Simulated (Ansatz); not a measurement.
**TaSi2: do energies and stresses tell the same story?**

Method: DFT PBEsol, scalar-relativistic, plane waves, PAW (Ansatz 0.2.0).

Plane waves to 420 eV, a k mesh through Γ of 12×12×6 on the computed 9-atom cell and Gaussian smearing (0.10 eV); no spin polarisation.

Relaxed cell: P6_222, a = 4.761 Å, b = 4.761 Å, c = 6.556 Å, α = 90.00°, β = 90.00°, γ = 120.00°, 9 atoms in the primitive cell. Whether it is the stable form of this composition wasn't checked.

Energies at zero smearing and pressures from the stress tensor, at volumes with shape and atoms relaxed:
| V (Å³/atom) | E − E(first) (meV/atom) | P (GPa) |
| --- | --- | --- |
| 13.440 | 0.00 | 13.82 |
| 13.869 | -26.77 | 6.37 |
| 14.298 | -35.07 | 0.01 |
| 14.727 | -27.63 | -5.41 |
| 15.156 | -6.79 | -10.01 |

**Question.** Check P = −dE/dV between neighbouring volumes, and get the bulk modulus from the pressures alone.

**Answer.** With 1 eV/Å³ = 160.2 GPa:
| middle V (Å³/atom) | −ΔE/ΔV (GPa) | mean P (GPa) |
| --- | --- | --- |
| 13.655 | 9.998 | 10.093 |
| 14.084 | 3.102 | 3.188 |
| 14.513 | -2.778 | -2.699 |
| 14.942 | -7.786 | -7.711 |

The two differ by 0.09 GPa at most. The mean of two end pressures misses the average over a step by about ΔV² P″/12, up to 0.10 GPa here; with that taken off 0.01 GPa remains. Around V = 14.298 Å³/atom, the two neighbours give B = −V ΔP/ΔV = 14.298 × 11.77 / 0.858 = 196.2 GPa, against B0 = 195.4 GPa from the Birch–Murnaghan fit of the energies.

Spin–orbit coupling is left out, which can shift energies with elements as heavy as these.